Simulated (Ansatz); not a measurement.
Si2W from its elements: all-electron against pseudopotential results

```
Si W
1.0
    -1.61445    1.61445    3.93387
     1.61445   -1.61445    3.93387
     1.61445    1.61445   -3.93387
Si W
2 1
Direct
  0.33452 0.33452 0.00000
  0.66548 0.66548 0.00000
  0.00000 0.00000 0.00000
```

The cell comes from a relaxation on PAW files under the same functional, begun from a database entry that needn't be the ground state.

Level of theory: DFT with PBE, scalar-relativistic, in Ansatz 0.2.0; a Γ-centred 16×16×16 k mesh, Fermi–Dirac smearing of 0.05 eV, no spin polarisation. LAPW: all electrons, basis error target 0.5 meV/atom; PAW: frozen-core files, cutoff 420 eV; crystal datasets: all electrons, by PAW datasets that the program makes for each cell.

The elements are taken as Si diamond, W bcc, each relaxed on PAW files under the same functional and computed by the same method as the compound; zero-point and thermal terms are left out.

Spin–orbit coupling is left out, which matters for the heavy atoms.

Q: What is the formation energy by LAPW, and how far do the other methods lie from it?

A: -0.340 eV/atom; PAW -0.4 meV/atom; crystal datasets +0.1 meV/atom. The compound is bound against these elements; other compounds of the system weren't compared.

Q: Give the LAPW value for one formula unit in kJ/mol.

A: -0.340 eV/atom × 3 atoms × 96.485 kJ/(mol·eV) = -98.4 kJ/mol, at zero temperature and without zero-point motion.
